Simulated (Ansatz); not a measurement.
## Which element?

Cell vectors (Å):

```
 3.7610  0.0000  0.0000
-1.8805  3.2571  0.0000
 0.0000  0.0000  4.8608
```

```tsv
atom	a	b	c
X	0.0000	0.0000	0.0000
Se	0.3333	0.6667	0.2609
Se	0.6667	0.3333	0.7391
```

These are results of PBEsol, all-electron LAPW in Ansatz 0.2.0, scalar-relativistic, not measurements. k mesh 12×12×8, strains of ±0.008, Fermi-Dirac smearing of 0.100 eV.

Elastic constants of a crystal by Kohn-Sham DFT: slopes of the stress over finite engineering strains of the given cell, Voigt indices, Cartesian axes as in the cell vectors.

```tsv
index	elastic (GPa)
11	188.2
12	62.3
13	36.8
14	-20.8
33	49.8
44	37.1
```

Question: All X atoms are one element. Which one was computed?

Answer: Pt; the crystal is PtSe₂ (P-3m1).

Caveats: responses of metals move with mesh and smearing; no dispersion correction, so the spacing and stiffness between layers or molecules are poor; the softest shear constant rests on one k mesh, and a soft shear can herald a distortion on cooling; elastic stability says nothing of phonons or of other phases; no spin-orbit coupling on heavy atoms.
